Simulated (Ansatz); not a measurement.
**CsRb3: distorted cells**

Computed with DFT PBEsol, scalar-relativistic, plane waves, PAW (Ansatz).

Plane waves to 420 eV, a k mesh through Γ of 8×8×8 on the computed 4-atom cell and Gaussian smearing (0.10 eV); no spin polarisation.

Reference cell:

```yaml
crystal:
  lattice:
    - [-3.70127, 3.70127, 7.41769]
    - [3.70127, -3.70127, 7.41769]
    - [3.70127, 3.70127, -7.41769]
  atoms:
    - { symbol: Cs, position: [0.00000, 0.00000, 0.00000] }
    - { symbol: Rb, position: [0.75000, 0.25000, 0.50000] }
    - { symbol: Rb, position: [0.25000, 0.75000, 0.50000] }
    - { symbol: Rb, position: [0.50000, 0.50000, 0.00000] }
```

Each variant moves atoms of this cell by the vectors given, if any (Å), and then applies a symmetric strain (tensor components, Cartesian axes). The reference cell isn't relaxed at this level. Energies are per atom at zero smearing, counted from the lowest variant. Pressure is positive in compression.

1. strain (xx yy zz yz xz xy, %) 0.99 0.99 -0.51 0.00 0.00 0.00
2. strain (xx yy zz yz xz xy, %) -1.94 -1.94 -0.44 0.00 0.00 0.00
3. strain (xx yy zz yz xz xy, %) 5.34 5.34 2.34 0.00 0.00 0.00
4. strain (xx yy zz yz xz xy, %) 7.72 7.72 -1.28 0.00 0.00 0.00

```
variant  ΔE (meV/atom) P (GPa) largest force (eV/Å) gap on mesh (eV) space group
      1            7.4    -0.26                  0.00                 0       I4/mmm
      2              ?        ?                     ?                 ?            ?
      3           33.4    -0.40                  0.00                 0       I4/mmm
      4           36.6    -0.41                  0.00                 0       I4/mmm
```

**Question.** Give the withheld rows.

**Answer.**
```tsv
variant	ΔE (meV/atom)	P (GPa)	largest force (eV/Å)	gap on mesh (eV)	space group
2	0.0	-0.14	0.00	0	I4/mmm
```

Spin-orbit coupling is left out, which matters for the bands of heavy elements.